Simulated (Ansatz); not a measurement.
## Structures of CaSc2N2: which is lowest?

Plane-wave DFT in Ansatz with scalar-relativistic PAW potentials, cutoff 420 eV, Γ-centred meshes chosen by cell and gap, Gaussian smearing with energies taken to zero width. Every cell was relaxed (cell and atoms) in a run of its own, within the symmetry of its start. Functional: PBE.

Relaxed structures (starts from databases or built by putting these elements on another compound's sites):
A. P-3m1, 5 atoms in the computed cell, a = 3.325 Å, c = 8.303 Å; sites (symmetry × multiplicity) Ca -3m. × 1, Sc 3m. × 2, N 3m. × 2; start: built
B. I4/mmm, 5 atoms in the computed cell, a = 4.187 Å, c = 11.818 Å; sites (symmetry × multiplicity) Ca 4/mmm × 2, Sc -4m2 × 4, N 4mm × 4; start: built

Rank them by energy. Could pressure change the order?

| structure | group | E − E(lowest) (meV/atom) | V (Å³/atom) | gap on mesh (eV) |
| --- | --- | --- | --- | --- |
| A | P-3m1 | 0.0 | 15.89 | 0.16 |
| B | I4/mmm | 97 | 20.72 | 0.00 |

A is lowest, 97 meV/atom under B. The lowest is also the densest of these, so pressure wouldn't bring one of the others in at first order. Other structures may lie lower than all of these, and vibrations aren't counted.